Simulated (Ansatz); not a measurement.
**La2InO2 in Ansatz, relaxation**

The input file (Ansatz 0.2.0, plane waves):

```yaml
crystal:
  lattice:
    - [0.0, 4.004304, 0.0]
    - [4.004304, 0.0, 0.0]
    - [2.002152, 2.002152, -6.817441]
  atoms:
    - { symbol: La, position: [0.344, 0.344, 0.312] }
    - { symbol: La, position: [0.656, 0.656, 0.688] }
    - { symbol: In, position: [0.0, 0.0, 0.0] }
    - { symbol: O, position: [0.25, 0.75, 0.5] }
    - { symbol: O, position: [0.75, 0.25, 0.5] }
  symmetry: { tolerance: 0.0003 }
kpoints:
  mp_grid: { grid: [7, 7, 7], shift: [0, 0, 0] }
magnetization:
  spin_polarized: false
scf:
  occupations: { method: fermi_dirac }
  lower_state_search: "off"
hamiltonian:
  pseudopotentials: { kind: paw }
  xc: r2scan
basis:
  ecutwfc: 500
  fft_grid_basis: typed
relax:
  max_steps: 60
output:
  forces: true
  stress: true
  eigenvalues: true
  bader: true
  populations: true
  elf: true
  write_potential: true
  volumetric_format: npy
  dos:
    e_range: [-12, 8]
    de: 0.05
    projected: { site_lists: { In: [In], La: [La], O: [O] } }
checkpoint:
  read: saved_state
```

Run with:

```bash
ansatz run input.yaml --threads 2 --pin off --max-ram 2560MiB --backend cpu --events-out ev --progress --plain --runs-dir out
```

Origin of the cell: a known structure type with other elements, at an estimated volume, so it need not be a known compound.

The smearing width isn't typed, so it takes its default of 0.1 eV.

The saved state is a converged single point of the same cell.

Steps:

| step | ΔF (meV/atom) | max force component (eV/Å) | SCF iterations | step was |
| --- | --- | --- | --- | --- |
| 1 | 0.0 | 1.202 | 8 | accepted |
| 2 | 38.4 | 2.313 | 7 | rejected |
| 3 | -15.6 | 0.104 | 9 | accepted |
| 4 | -15.7 | 0.003 | 6 | accepted |
| 5 | -15.7 | 0.003 | 2 | accepted |

Step 1, with forces in eV/Å:

```xyz
5
Lattice="0.000 4.004 0.000 4.004 0.000 0.000 2.002 2.002 -6.817" Properties=species:S:1:pos:R:3:forces:R:3 pbc="T T T" step=1
La    2.002    2.002   -2.127    0.000    0.000   -1.202
La    4.004    4.004   -4.690    0.000    0.000    1.202
In    0.000    0.000    0.000    0.000    0.000    0.000
O     4.004    2.002   -3.409    0.000    0.000    0.000
O     2.002    4.004   -3.409    0.000    0.000    0.000
```

Step 3, with forces in eV/Å:

```xyz
5
Lattice="0.000 4.004 0.000 4.004 0.000 0.000 2.002 2.002 -6.817" Properties=species:S:1:pos:R:3:forces:R:3 pbc="T T T" step=3
La    2.002    2.002   -2.197    0.000    0.000    0.104
La    4.004    4.004   -4.620    0.000    0.000   -0.104
In    0.000    0.000    0.000    0.000    0.000    0.000
O     4.004    2.002   -3.409    0.000    0.000    0.000
O     2.002    4.004   -3.409    0.000    0.000    0.000
```

Step 5, with forces in eV/Å:

```xyz
5
Lattice="0.000 4.004 0.000 4.004 0.000 0.000 2.002 2.002 -6.817" Properties=species:S:1:pos:R:3:forces:R:3 pbc="T T T" step=5
La    2.002    2.002   -2.192    0.000    0.000    0.003
La    4.004    4.004   -4.625    0.000    0.000   -0.003
In    0.000    0.000    0.000    0.000    0.000    0.000
O     4.004    2.002   -3.409    0.000    0.000    0.000
O     2.002    4.004   -3.409    0.000    0.000    0.000
```

* Free energy lowered by: 15.7 meV/atom
* Final pressure: 5.50 GPa
* Relaxation steps listed: 5

Caveats: no moments, though an odd count or open d shells may carry them; no spin-orbit coupling, though heavy elements are present; the SCF threshold is looser than advised for a stress; the relaxation held the start's symmetry, so the end may be a saddle point.

Time: 87 s on 2 threads of Arm Neoverse V1, with other jobs on the host, peak memory 0.74 GiB, from a saved density.
